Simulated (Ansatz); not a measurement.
## La2O3: from a starting cell to a relaxed one

The start is a generated cell, La2O3 built in the AFLOW prototype A2B3_tP10_127_g_ah (D5_a). A full variable-cell relaxation at zero pressure is run with r2SCAN (plane waves to 500 eV, PAW, scalar-relativistic; Ansatz, a program for electronic structure). First-step values are on the input's coarse k-mesh.

Ansatz input (later rounds restart from its end on a renewed k-mesh):
Ansatz 0.2 input:
```yaml
crystal:
  lattice:
    - [6.7717609, 0, 0]
    - [0, 6.7717609, 0]
    - [0, 0, 3.5906098]
  atoms:
    - { symbol: O, position: [0, 0, 0] }
    - { symbol: O, position: [0.5, 0.5, 0] }
    - { symbol: O, position: [0.1821, 0.6821, 0.5] }
    - { symbol: O, position: [0.6821, 0.8179, 0.5] }
    - { symbol: O, position: [0.3179, 0.1821, 0.5] }
    - { symbol: O, position: [0.8179, 0.3179, 0.5] }
    - { symbol: La, position: [0.3841, 0.8841, 0] }
    - { symbol: La, position: [0.8841, 0.6159, 0] }
    - { symbol: La, position: [0.1159, 0.3841, 0] }
    - { symbol: La, position: [0.6159, 0.1159, 0] }
basis: { ecutwfc: 500, ecutrho_ratio: 4, xc_grid: 4, fft_grid_basis: typed }
kpoints: { mp_grid: { grid: [4, 4, 7] } }
hamiltonian:
  xc: r2scan
  dispersion: none
  pseudopotentials: { azcp: { folder: ./paw }, kind: paw }
scf: { occupations: { method: fermi_dirac, width: 0.05 } }
relax: { f_tol: 0.01, max_steps: 100, cell: { stress_tol: 0.02 } }
output: { forces: true, stress: true }
```

How much energy is released per atom?

About 2.0 eV/atom.

How do the shortest distances between atoms change?

The closest pairs of elements (up to four, under 3.6 Å), start → end: La–La 2.22 → 3.42 Å; La–O 2.64 → 2.40 Å; O–O 3.06 → 2.68 Å.

Is the relaxed structure metallic? Give its gap.

1.72 eV, direct within 0.03 eV (at Γ) (no spin-orbit coupling).

Write out the relaxed structure.


Space group P4/mbm (No. 127); a = 6.7359 Å, b = 6.7359 Å, c = 3.4196 Å, α = 90.00°, β = 90.00°, γ = 90.00°

```csv
atom,site,symmetry,x,y,z
O,2a,4/m..,0.0000,0.0000,0.0000
O,4h,m.2m,0.3595,0.1405,0.5000
La,4g,m.2m,0.1822,0.3178,0.0000
```

The space group stays P4/mbm (No. 127) (the run could not lower it), with 10 atoms in the primitive cell. Final values are on a 5×5×10 k-mesh of the relaxed cell. The start holds a very short contact (La–La 2.22 Å). No spin polarisation in the result.

The run could not lose the symmetry of its start: the end is stationary, and may be a saddle point rather than a minimum.

The relaxed structure here is a generated cell of La2O3: the first start was made by placing the elements on the sites of a structure type, and the end was not matched to a known phase here, so it may be hypothetical. Known forms of La2O3 include space group No. 164.
